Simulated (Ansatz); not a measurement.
BeS in space group P6_422 (No. 181; Be on 3c, S on 3d), plane-wave PAW PBE+D3(BJ) (Ansatz code), all energies at zero smearing, with the estimated change up to a 700 eV cutoff added, with one set of potentials and settings (totals compare only within such a set). Cell of 6 atoms (3 Be, 3 S): -2990.911 eV.

```csv
element,reference phase,E (eV/atom)
Be,"P6_3/mmc, 2 atoms in the cell",-93.1288
S,"Fddd, 32 atoms in the cell",-902.2562
```

Formation energy per atom, worked out: (-2990.911 − 3×(-93.1288) − 3×(-902.2562))/6 = -0.793 eV/atom (-76 kJ per mol of atoms), at 0 K, without zero-point energy or fitted corrections.

The start of the workflow was typed in or built on a structure type; neither database checked (COD, Materials Project) lists it. COD files the formula under space group No. 216, so this cell is another polymorph or a model. Whether it is the stable phase at ambient conditions was not checked. The PBE+D3(BJ) relaxation kept the symmetry of its start; whether a distortion lowers the energy is not shown. The references are the lowest solids computed at this level, not always the standard phases.

Potentials: the later of the program's two PAW sets.
